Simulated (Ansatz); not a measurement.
Relaxation of a relaxed ZnCu cell, doubled along one cell vector, shaken by Gaussian noise of σ = 0.08 Å a coordinate; 8 atoms in the cell, which starts as P1 (No. 1), aP8; a = 3.589 Å, b = 4.589 Å, c = 6.843 Å, α = 74.91°, β = 74.80°, γ = 66.98°. The numbers are results of PBEsol (plane waves to 420 eV, PAW, scalar-relativistic; Ansatz, a first-principles code), not measurements. Γ-centred k-mesh 10×5×13 on the run's cell (coarser than for final values), Fermi–Dirac smearing 0.05 eV. This is the first round of the run. 

The optimiser's lines from the output (shortened; P is positive under compression):

```
relax step   1: F+E_penalty+E_count = -39479.19512340 eV  Δ(F+E_penalty+E_count) = +0.000e0 eV  max|allowed force component| = 1.023e0 eV/Å  Δτ_max = 0.0000 Å  P = +1.905 GPa  Ω = 98.501 Å³  (9 SCF iters, dr2 threshold 1.00e-7 eV, accepted)
relax step   2: F+E_penalty+E_count = -39479.34092780 eV  Δ(F+E_penalty+E_count) = -1.458e-1 eV  max|allowed force component| = 7.157e-1 eV/Å  Δτ_max = 0.0486 Å  P = +1.231 GPa  Ω = 98.337 Å³  (7 SCF iters, dr2 threshold 8.00e-7 eV, accepted)
relax step   3: F+E_penalty+E_count = -39479.49939959 eV  Δ(F+E_penalty+E_count) = -1.585e-1 eV  max|allowed force component| = 1.416e-2 eV/Å  Δτ_max = 0.1278 Å  P = -0.350 GPa  Ω = 98.764 Å³  (8 SCF iters, dr2 threshold 8.00e-7 eV, accepted)
relax step   4: F+E_penalty+E_count = -39479.50004848 eV  Δ(F+E_penalty+E_count) = -6.489e-4 eV  max|allowed force component| = 1.149e-3 eV/Å  Δτ_max = 0.0032 Å  P = +0.021 GPa  Ω = 98.490 Å³  (6 SCF iters, dr2 threshold 4.90e-7 eV, accepted)
relax step   5: F+E_penalty+E_count = -39479.50004997 eV  Δ(F+E_penalty+E_count) = -1.485e-6 eV  max|allowed force component| = 2.523e-4 eV/Å  Δτ_max = 0.0003 Å  P = +0.002 GPa  Ω = 98.503 Å³  (6 SCF iters, dr2 threshold 5.69e-9 eV, accepted)
relax step   6: F+E_penalty+E_count = -39479.50009072 eV  Δ(F+E_penalty+E_count) = -4.075e-5 eV  max|allowed force component| = 2.525e-4 eV/Å  Δτ_max = 0.0000 Å  P = -0.007 GPa  Ω = 98.503 Å³  stress off target by 2.80e-2 GPa  SCF on the basis re-selected at this cell (its energy is not comparable with the rows above)  (9 SCF iters)
relax step   7: F+E_penalty+E_count = -39479.50009563 eV  Δ(F+E_penalty+E_count) = -4.909e-6 eV  max|allowed force component| = 6.375e-5 eV/Å  Δτ_max = 0.0000 Å  P = -0.002 GPa  Ω = 98.498 Å³  (6 SCF iters, dr2 threshold 1.97e-9 eV, accepted)
relax step   8: F+E_penalty+E_count = -39479.50009975 eV  Δ(F+E_penalty+E_count) = -4.130e-6 eV  max|allowed force component| = 6.269e-5 eV/Å  Δτ_max = 0.0000 Å  P = -0.002 GPa  Ω = 98.498 Å³  stress off target by 1.06e-2 GPa  SCF on the basis re-selected at this cell (its energy is not comparable with the rows above)  (7 SCF iters)
```

From the first to the last row the energy changes by -0.04 eV/atom and the volume by 0.0 %. The last row is marked as not comparable with the walk above it, whose basis was carried along; it does compare with step 1, since both stand on a basis selected at the nominal cutoff for their own cell.

Later rounds, restarted from the end of this one on a renewed k-mesh, logged 6 more steps and released under 0.01 eV/atom more. The final structure after all rounds: I4₁/amd, origin choice 1 (No. 141), tI8; a = b = 3.5780 Å, c = 7.6971 Å, α = β = γ = 90.00°. No spin polarisation in the result.

The relaxed structure here is a generated cell of ZnCu: the first start was made by placing the elements on the sites of a structure type, and the end was not matched to a known phase here, so it may be hypothetical. Known forms of ZnCu include space group No. 221.
